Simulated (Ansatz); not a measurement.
Ba:
```
Ba
1.0
   -2.43840     2.43840     2.43840
    2.43840    -2.43840     2.43840
    2.43840     2.43840    -2.43840
Ba
1
Cartesian
  0.00000   0.00000   0.00000
```

Relaxed with PBEsol. Special points in fractions of this cell's reciprocal vectors: Γ (0.000, 0.000, 0.000); H (0.500, -0.500, 0.500); N (0.000, 0.000, 0.500); P (0.250, 0.250, 0.250).

Question: List the band energies nearest the Fermi level at these points for plane-wave PAW PBEsol (Ansatz code).

Answer: In eV from the Fermi level; about four levels below and three above (degenerate sets whole), none deeper than 8.9 eV; points with the same levels are listed once.

| k | below | above |
|---|---|---|
| Γ | -2.79 | 1.92 1.92 1.92 |
| H | -0.65 -0.65 | 4.33 4.33 4.33 |
| N | -0.95 | 0.67 1.51 3.46 |
| P | – | 0.61 0.61 0.61 |

Space group Im-3m (bcc (W type)). The PBEsol relaxation kept the symmetry of its start. Scalar-relativistic: spin–orbit coupling is off unless named, which matters more the heavier the elements.

Potentials: the later of the program's two PAW sets.
